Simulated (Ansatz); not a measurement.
Ge in space group Cmmm (No. 65; Ge on 2c) at seven volumes, plane-wave PAW r²SCAN (Ansatz code), shape and atoms relaxed at each. One row is withheld.

```tsv
V (Å³/atom)	P (GPa)
17.047	8.70
17.609	5.29
18.171	2.49
18.733	0.00
19.295	-2.13
19.857	-3.95
20.419	?
```

Problem. Fit the shown pressures and predict the withheld one.

Solution. Third-order Birch–Murnaghan: P = (3/2)B₀(x^(7/2) − x^(5/2))[1 + (3/4)(B′ − 4)(x − 1)] with x = (V₀/V)^(2/3). Least squares on the six rows gives V₀ = 18.732 Å³/atom, B₀ = 76.13 GPa, B′ = 4.05. At V = 20.419, x = 0.9441 and P = -5.51 GPa. The run itself gave -5.41 GPa.

The workflow started from a Materials Project entry (that database holds measured and hypothetical structures alike); the Crystallography Open Database copy checked does not list it. It is not the phase usual at ambient conditions (space group No. 227). Symmetry was held in the r²SCAN relaxation; whether a distortion lowers the energy is not shown.

Potentials: the later of the program's two PAW sets.
